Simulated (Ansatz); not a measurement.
MoS$_{2}$ (2H-MoS2 type, space group P6_3/mmc)

```xyz
6
Lattice="3.1730 0.0000 0.0000 -1.5865 2.7479 0.0000 0.0000 0.0000 12.4366" Properties=species:S:1:pos:R:3 pbc="T T T"
Mo     0.0000     1.8319     3.1091
Mo     1.5865     0.9160     9.3274
S      0.0000     1.8319     7.7717
S      1.5865     0.9160     1.5534
S      1.5865     0.9160     4.6649
S      0.0000     1.8319    10.8832
```

In this cell atom 4 (S, nearest neighbour Mo at 2.403 Å; its periodic images, 3.2 Å or more away, move with it) is moved by u·(1.000, 0.000, 0.000) + v·(0.000, 1.000, 0.000); the rest is frozen.

All values below come from r2SCAN+rVV10 (plane waves to 500 eV, PAW, scalar-relativistic; Ansatz, an electronic-structure program). k mesh 10×10×3 (Γ-centred), Fermi-Dirac smearing 0.05 eV. The energy includes the smearing's −TS. Points where atoms come too close for the PAW data are left out (x in tables, blank in figures). As the smearing reaches across the gap at some points, energies and forces of such displacements shift with the k mesh and the smearing. MoS2 is run without spin polarisation. MoS2 was relaxed with its symmetry unable to fall. The last digit holds for this mesh only.

Changes of ΔE (eV/cell) from the point u = 0.000 Å, v = 0.000 Å when one coordinate moves alone (two changes are said to add if the coupling is within 5 % of the smaller one, nearly so within 20 %):

| point | change |
|---|---|
| u = 0.000 Å, v = -0.395 Å | 0.8892 |
| u = -0.790 Å, v = 0.000 Å | 2.6280 |
| u = -0.395 Å, v = 0.000 Å | 0.7638 |
| u = 0.395 Å, v = 0.000 Å | 0.7638 |
| u = 0.790 Å, v = 0.000 Å | 2.6280 |
| u = 0.000 Å, v = 0.395 Å | 0.6406 |
| u = 0.000 Å, v = 0.790 Å | 1.8210 |

Problem. Do the two effects add at u = 0.395 Å, v = 0.790 Å? Give the computed change.

Solution. The sum of the single changes is 0.7638 + (1.8210) = 2.5848; the calculation gives 2.8266, so the coupling contributes 0.2418 (over 20 % of the smaller single change, not additive).

Problem. Do the two effects add at u = -0.790 Å, v = -0.395 Å? Give the computed change.

Solution. The sum of the single changes is 2.6280 + (0.8892) = 3.5172; the calculation gives 1.9943, so the coupling contributes -1.5229 (over 20 % of the smaller single change, not additive).

Problem. Do the two effects add at u = -0.395 Å, v = -0.395 Å? Give the computed change.

Solution. The sum of the single changes is 0.7638 + (0.8892) = 1.6530; the calculation gives 1.2404, so the coupling contributes -0.4126 (over 20 % of the smaller single change, not additive).

(A displaced cell: forces are minus the slopes of the energy, force constants its curvatures, and phonons follow from these.)
